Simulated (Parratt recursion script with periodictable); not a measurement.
EUV peak of a Si/Rh multilayer on Si against the thickness ratio

| layer, from the top | thickness (Å) | density (g/cm³) | rms roughness of its top face (Å) | δ at 13.5 nm | β at 13.5 nm |
|---|---|---|---|---|---|
| Si (in each period) | varied | 2.313 | 3 | 9.927 × 10⁻⁴ | 0.001813 |
| Rh (in each period) | varied | 12.398 | 3 | 0.1248 | 0.03117 |
| Si (substrate) | – | 2.313 | 3 | 9.927 × 10⁻⁴ | 0.001813 |

The refractive index is n = 1 − δ + iβ; the runs take δ and β at each wavelength of the scan. Vacuum lies above.

Densities are inputs, not measurements. They were set from computed cells of the Materials Project: Si from entry mp-149 (Fd-3m, 2.313 g/cm³); Rh from entry mp-74 (Fm-3m, 12.398 g/cm³). A layer's crystal structure does not enter its constants, only its composition and density.

Simulated, not measured: EUV and soft X-ray reflectivity, Parratt recursion, Névot-Croce roughness, Henke tables (Parratt recursion script with periodictable 1.7.1).

Light falls at α = 15° from the surface normal. It is p-polarised. The wavelength is scanned from 12.42 to 14.58 nm in 161 evenly spaced points, without smoothing. The peak is the highest scan point; its wavelength and height come from a parabola through R at that point and its two neighbours.

The pair is repeated 100 times. The runs differ in the two thicknesses alone; Γ is the share of Rh in the period D.

| Si (Å) | Rh (Å) | Γ | peak λ (nm) | peak R (%) |
|---|---|---|---|---|
| 49.4 | 21.2 | 0.30 | 13.303 | 53.6 |
| 38.8 | 31.8 | 0.45 | 13.089 | 50.4 |
| 35.3 | 35.3 | 0.50 | ? | ? |
| 28.2 | 42.4 | 0.60 | 12.840 | 42.5 |

Question: Estimate the peak wavelength and height at Γ = 0.50.

Answer: Wavelength: with δ̄ the thickness-weighted δ at 13.5 nm and α the angle from the normal (sin²α = 0.0670), λ ≈ 2D[(1 − δ̄)² − sin²α]^½.

```
Γ     D (Å)      δ̄  λ by hand (nm)  run minus hand (nm)
----  -----  ------  --------------  -------------------
0.45   70.6  0.0568          12.807                0.282
0.50   70.6  0.0629          12.717              to find
0.60   70.6  0.0753          12.535                0.305
```

The difference, interpolated in Γ, is 0.290 nm, so λ ≈ 12.717 + 0.290 = 13.007 nm.

Height: the parabola through the rows at Γ = 0.30, 0.45, 0.60 has weights −0.111, 0.889, 0.222 at Γ = 0.50, which give 48.3 %.

The run gave 13.009 nm and 48.3 %, so the estimates miss by 0.002 nm and 0.0 points. Of these 4 runs, Γ = 0.30 has the highest peak.
